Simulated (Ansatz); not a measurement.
A distorted cell of LiNbO$_{2}$ (space group P6_3/mmc):

```xyz
8
Lattice="2.9272 0.0000 0.0000 -1.4636 2.5351 0.0000 0.0000 0.0000 10.5217" Properties=species:S:1:pos:R:3 pbc="T T T"
Li     0.0000     0.0000     0.0000
Li     0.0000     0.0000     5.2608
Nb     0.0000     1.6900     7.8913
Nb     1.4636     0.8450     2.6304
O      0.0000     1.6900     1.3093
O      1.4636     0.8450     9.2124
O      1.4636     0.8450     6.5702
O      0.0000     1.6900     3.9515
```

All values below come from r2SCAN (plane waves to 500 eV, PAW, scalar-relativistic; Ansatz, a quantum-chemistry and plane-wave program). k mesh 13×13×4 (Γ-centred), Fermi-Dirac smearing 0.05 eV. E stands for the smeared free energy. Stress and pressure are positive under compression. LiNbO2 is run without spin polarisation and with no Hubbard U. LiNbO2 was relaxed with its symmetry unable to fall.

**Question.** Give the stress tensor in GPa and the pressure.

**Answer.** 
```
   -4.8      0.0      0.0
    0.0     -4.8      0.0
    0.0      0.0     -2.7
```
The pressure, a third of the trace, is -4.1 GPa.

**Question.** It is the relaxed cell scaled evenly to V/V₀ = 1.025, atoms relaxed where free. What is its energy relative to the relaxed cell?

**Answer.** 3.1 meV/atom.

(A scan under strain: stresses follow from slopes of the energy per volume, elastic moduli from its curvatures.)
